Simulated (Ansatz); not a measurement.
InP with Zn replacing In: gradients before and after relaxing the atoms

Start: a supercell of InP (zinc blende type, F-43m) built from a structure deposited in the COD (the entry's cell lengths or inner coordinates differ somewhat from later room-temperature determinations), with all atoms left at the host's positions.

Space group F-43m (No. 216); a = 17.5830 Å.

| site | Wyckoff | site symmetry | x | y | z |
| --- | --- | --- | --- | --- | --- |
| Zn | 4a | -43m | 0.0000 | 0.0000 | 0.0000 |
| In2 | 48h | ..m | 0.1667 | 0.0000 | 0.1667 |
| In5 | 16e | .3m | 0.3333 | 0.8333 | 0.1667 |
| In9 | 16e | .3m | 0.6667 | 0.6667 | 0.3333 |
| In15 | 24f | 2.mm | 0.5000 | 0.6667 | 0.5000 |
| P28 | 16e | .3m | 0.0833 | 0.9167 | 0.0833 |
| P29 | 24g | 2.mm | 0.2500 | 0.9167 | 0.2500 |
| P33 | 48h | ..m | 0.5833 | 0.7500 | 0.4167 |
| P41 | 16e | .3m | 0.4167 | 0.5833 | 0.4167 |
| P54 | 4c | -43m | 0.7500 | 0.2500 | 0.7500 |

One atom of each set is listed; the run and its k-mesh use a cell of 54 atoms with edges of 12.43, 12.43, 12.43 Å.

All values are calculated (Ansatz; DFT, PBE, plane waves and PAW, scalar-relativistic, collinear spin, 420 eV cutoff, Γ-centred 2×2×2 k-points, Fermi–Dirac smearing 0.01 eV), not measured. Start moments as typed (μB): 1 on each Zn, none on the rest.

The largest force at the start is 0.92 eV/Å. Relaxing the ions at fixed cell moves them by 0.150 Å at most (atom 30, P) and 0.049 Å rms.

| site | moved (Å) | first shell before | first shell after | V_zz before (10²¹ V/m²) | η before |
| --- | --- | --- | --- | --- | --- |
| Zn | 0.000 | 4 P at 2.54 Å | 4 P at 2.39 Å | 0.00 | – |
| In2 | 0.054 | 4 P at 2.54 Å | 4 P at 2.54–2.56 Å | -1.55 | 0.14 |
| In5 | 0.010 | 4 P at 2.54 Å | 4 P at 2.54–2.55 Å | 0.14 | 0.00 |
| In9 | 0.002 | 4 P at 2.54 Å | 4 P at 2.54 Å | 0.21 | 0.00 |
| In15 | 0.006 | 4 P at 2.54 Å | 4 P at 2.54 Å | -0.16 | 0.70 |
| P28 | 0.150 | 1 Zn at 2.54 Å, 3 In at 2.54 Å | 1 Zn at 2.39 Å, 3 In at 2.54 Å | -1.88 | 0.00 |
| P29 | 0.011 | 4 In at 2.54 Å | 4 In at 2.54–2.56 Å | -0.26 | 0.34 |
| P33 | 0.008 | 4 In at 2.54 Å | 4 In at 2.54–2.55 Å | 0.16 | 0.06 |
| P41 | 0.003 | 4 In at 2.54 Å | 4 In at 2.54–2.55 Å | 0.024 | 0.00 |

Task: What are V_zz and η after the relaxation?

Result: 

```tsv
site	V_zz after	η after	change of V_zz
Zn	0.00	–	0.00
In2	-2.64	0.33	-1.09
In5	0.45	0.00	+0.31
In9	0.11	0.00	-0.10
In15	0.32	0.91	–
P28	-2.13	0.00	-0.25
P29	0.32	0.55	+0.58
P33	0.26	0.70	+0.10
P41	-0.030	0.00	-0.05
```

The largest change of V_zz along a kept axis is on In2, from -1.55 to -2.64. Where |V_zz| stays above 0.1 and the axes keep their order, η moves most on P33, from 0.06 to 0.70. On In2, P29 V_xx and V_yy change places (or their axes turn by over 50°), so the two values of η hide a larger change. V_zz changes sign on P29 (same axis), P41 (same axis). On In15 the largest principal value lies along another axis in the second run, so the two V_zz can't be compared directly. Other sites without a gradient aren't listed.

The defect repeats with the cell of 54 atoms, so it feels its images: sites between two images don't show the values beside a lone defect, and zeros or small values of η there can come from the images' arrangement. The defect cell has no gap above 0.1 eV on its mesh, so the values can hang on the smearing and the k-mesh. Without spin–orbit coupling (the program notes it for In) the gradients can shift somewhat, as the gap is small. The start moments die out, and the run ends without spin.
Before: The neighbours have not yet relaxed around the defect (largest force 0.92 eV/Å), so a real crystal will differ.
After: The relaxation keeps the site symmetry -43m of the start, so the impurity can't leave its site; a distortion that would localise the partly filled state isn't explored.
